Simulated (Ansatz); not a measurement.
Cu₃Ge:
```cif
data_Cu6Ge2
_chemical_formula_sum 'Cu6 Ge2'
_space_group_name_H-M_alt 'Pmmn :1'
_space_group_IT_number 59
_space_group_name_Hall 'P 2 2ab -1ab'
_cell_length_a 4.17250
_cell_length_b 5.24642
_cell_length_c 4.52054
_cell_angle_alpha 90.000
_cell_angle_beta 90.000
_cell_angle_gamma 90.000
loop_
_space_group_symop_operation_xyz
  'x, y, z'
  '-x, -y, z'
  'x+1/2, -y+1/2, -z'
  '-x+1/2, y+1/2, -z'
  '-x+1/2, -y+1/2, -z'
  'x+1/2, y+1/2, -z'
  '-x, y, z'
  'x, -y, z'
loop_
_atom_site_label
_atom_site_type_symbol
_atom_site_symmetry_multiplicity
_atom_site_Wyckoff_symbol
_atom_site_fract_x
_atom_site_fract_y
_atom_site_fract_z
_atom_site_occupancy
Cu1 Cu 2 b 0.00000 0.50000 0.16463 1
Cu2 Cu 4 e 0.00000 0.25144 0.66350 1
Ge1 Ge 2 a 0.00000 0.00000 0.17521 1
```

Relaxed with r²SCAN.

**Question.** Which orbitals make up the states near the Fermi level in plane-wave PAW r²SCAN (Ansatz code)?

**Answer.** Within 0.5 eV of the Fermi level: Ge 4p 42 %, Cu 3d 30 %, Cu 4s 11 %, Ge 4s 6 %, outside the projected shells 11 %. Projections are on Löwdin-orthogonalised atomic valence shells; empty p or d shells of many metals are not among them.

**Question.** Tabulate the density of states.

**Answer.** States/eV per cell of 8 atoms, in 0.25 eV bins, energy from the Fermi level.

```
E (eV)  total  Cu 3d  Ge 4p  Cu 4s
------  -----  -----  -----  -----
-7.85    0.49   0.05   0.22   0.21
-7.60    1.17   0.15   0.52   0.45
-7.35    2.42   0.40   1.04   0.82
-7.10    3.56   0.73   1.51   1.08
-6.85    3.02   0.82   1.20   0.75
-6.60    2.02   0.66   0.75   0.43
-6.35    2.17   0.78   0.79   0.44
-6.10    2.45   0.95   0.89   0.48
-5.85    2.70   1.19   0.94   0.47
-5.60    3.53   1.83   1.10   0.51
-5.35    6.11   3.73   1.58   0.70
-5.10    7.68   5.35   1.57   0.65
-4.85   11.10   8.68   1.75   0.55
-4.60   12.06  10.65   0.81   0.46
-4.35   17.65  16.37   0.66   0.40
-4.10   20.09  18.74   0.61   0.38
-3.85   15.67  14.90   0.48   0.10
-3.60   24.51  23.40   0.69   0.15
-3.35   19.62  18.72   0.54   0.18
-3.10   22.41  21.80   0.28   0.16
-2.85   29.06  28.27   0.33   0.17
-2.60   19.79  19.06   0.31   0.21
-2.35   19.92  18.88   0.49   0.31
-2.10    5.47   4.29   0.64   0.29
-1.85    4.26   2.93   0.74   0.28
-1.60    4.14   2.54   0.92   0.31
-1.35    3.53   1.90   0.92   0.31
-1.10    3.10   1.46   0.92   0.31
-0.85    3.04   1.26   0.99   0.34
-0.60    2.83   1.05   0.99   0.35
-0.35    2.37   0.79   0.90   0.28
-0.10    2.11   0.64   0.88   0.24
0.15     2.02   0.56   0.89   0.22
0.40     1.83   0.46   0.84   0.20
0.65     1.61   0.37   0.77   0.18
0.90     1.21   0.25   0.57   0.16
1.15     1.30   0.24   0.50   0.26
1.40     1.43   0.23   0.42   0.40
1.65     1.94   0.27   0.42   0.71
1.90     2.26   0.27   0.39   0.93
2.15     2.80   0.29   0.54   1.06
2.40     2.45   0.23   0.52   0.87
2.65     2.04   0.17   0.42   0.73
2.90     2.14   0.17   0.43   0.84
3.15     2.11   0.16   0.43   0.81
3.40     2.64   0.18   0.50   1.08
3.65     2.77   0.17   0.55   1.09
3.90     2.67   0.15   0.56   1.03
4.15     2.79   0.15   0.59   1.09
4.40     2.98   0.14   0.61   1.10
4.65     2.83   0.12   0.56   1.03
```

The first step of the workflow began from a Materials Project structure, measured or hypothetical; the Crystallography Open Database copy checked does not list it. Whether it is the stable phase at ambient conditions was not checked. The r²SCAN relaxation kept the symmetry of its start; of distortions, only those at the zone centre were tested. No spin polarisation was allowed. Spin–orbit coupling is left out wherever it is not named.

Potentials: the later of the program's two PAW sets.
